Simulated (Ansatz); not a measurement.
A distorted cell of Li (bcc, W type):

```xyz
2
Lattice="-3.4352 3.4352 3.4352 0.0000 0.0000 3.4352 0.0000 3.4352 0.0000" Properties=species:S:1:pos:R:3 pbc="T T T"
Li     0.0000     0.0000     0.0667
Li    -1.7176     1.7176     1.6509
```

Level of theory: PBE (plane waves to 420 eV, PAW, scalar-relativistic; Ansatz, a quantum-chemistry and plane-wave program). k mesh 19×19×19 (Γ-centred), Fermi-Dirac smearing 0.05 eV. Compression counts positive. With partly filled bands, energies and forces of such displacements shift with the k mesh and the smearing. Li was relaxed with its symmetry unable to fall.

Task: What forces act on the atoms (eV/Å, Cartesian)?

Result: 
```csv
atom,Fx,Fy,Fz
Li1,0.000,0.000,-0.185
Li2,0.000,0.000,0.185
```

(A displaced cell: forces are minus the slopes of the energy, force constants its curvatures, and phonons follow from these.)
